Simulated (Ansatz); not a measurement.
SrHfO$_{3}$:
```cif
data_HfO3Sr
_chemical_formula_sum 'Sr1 Hf1 O3'
_space_group_name_H-M_alt 'P 1'
_space_group_IT_number 1
_cell_length_a 4.05831
_cell_length_b 4.05831
_cell_length_c 4.10173
_cell_angle_alpha 90.000
_cell_angle_beta 90.000
_cell_angle_gamma 90.000
loop_
_space_group_symop_operation_xyz
  'x, y, z'
loop_
_atom_site_label
_atom_site_type_symbol
_atom_site_fract_x
_atom_site_fract_y
_atom_site_fract_z
_atom_site_occupancy
Sr1 Sr 0.50000 0.50000 0.53901 1
Hf1 Hf 0.00000 0.00000 0.99957 1
O1 O 0.50000 0.00000 0.96018 1
O2 O 0.00000 0.50000 0.96018 1
O3 O 0.00000 0.00000 0.48507 1
```

Relaxed with LDA.

Task: Give the optical modes at the zone centre with their infrared and Raman activity from DFPT, DFT-LDA in the program Ansatz with PAW potentials.

Result: Transverse frequencies, without the LO–TO term; a row sums one degenerate level.

| ω (cm⁻¹) | degeneracy | IR ((D/Å)²/amu) | Raman (Å⁴/amu) | activity | symmetry |
|---|---|---|---|---|---|
| 54 | 2 | 20.24 | 2.7 | IR+Raman | E |
| 100 | 1 | 6.53 | 2.3 | IR+Raman | A1 |
| 150 | 2 | 0.95 | 8.6 | IR+Raman | E |
| 175 | 1 | 0.00 | 1.9 | Raman | B1 |
| 193 | 2 | 27.47 | 5.3 | IR+Raman | E |
| 215 | 1 | 16.83 | 4.9 | IR+Raman | A1 |
| 606 | 1 | 20.68 | 27 | IR+Raman | A1 |
| 609 | 2 | 43.48 | 8.1 | IR+Raman | E |

Task: How high does the top mode go among those that the LO–TO term moves?

Result: 769 cm⁻¹ for q along x, 769 cm⁻¹ for q along y, 763 cm⁻¹ for q along z.

Space group P4mm. The first step of the workflow began from a Materials Project structure, measured or hypothetical; the Crystallography Open Database copy checked does not list it. COD files the formula under space group No. 62, 63, 221, so this cell is another polymorph or a model. Its standing as an ambient phase is unchecked. Symmetry was held in the LDA relaxation. At this level the phase is dynamically unstable (imaginary phonons). The run is not spin-polarised. Spin–orbit coupling is left out wherever it is not named.

Potentials: the later of the program's two PAW sets.
